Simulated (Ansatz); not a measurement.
# Is this Zr3CdC structure stable?

The structure comes from a generated guess, relaxed at this level; another structure or a mixture of phases may lie lower.

The calculation used DFT PBE, scalar-relativistic, plane waves, PAW (Ansatz 0.2.0). Settings of the last relaxation (5-atom cell): 420 eV, 8×8×8 k points, Gaussian smearing of 0.10 eV, no spin polarisation.

```cif
data_structure
_symmetry_space_group_name_H-M 'Pm-3m'
_symmetry_Int_Tables_number 221
_cell_length_a 4.5721
_cell_length_b 4.5721
_cell_length_c 4.5721
_cell_angle_alpha 90.000
_cell_angle_beta 90.000
_cell_angle_gamma 90.000
_cell_volume 95.58
loop_
_atom_site_label
_atom_site_type_symbol
_atom_site_symmetry_multiplicity
_atom_site_Wyckoff_symbol
_atom_site_fract_x
_atom_site_fract_y
_atom_site_fract_z
_atom_site_occupancy
Zr1 Zr 3 c 0.00000 0.50000 0.50000 1
Cd1 Cd 1 a 0.00000 0.00000 0.00000 1
C1 C 1 b 0.50000 0.50000 0.50000 1
```

Formation energies are uncorrected and refer to the elements' standard structures at the same level.

**Question.** These tests were run: energy against the elements; phonons on a 2×2×2 q mesh. What do they show?

**Answer.**

```
                       test                         result
energy against the elements                  −0.46 eV/atom
  phonons on a 2×2×2 q mesh  no imaginary mode on the mesh
```

It fails none of these tests. Other phases of the system weren't compared here, so this isn't yet thermodynamic stability.

The reference form of C is held partly by dispersion forces, which this level lacks. The run for the phonons used an 8×8×8 k mesh and Fermi–Dirac smearing of 0.15 eV.
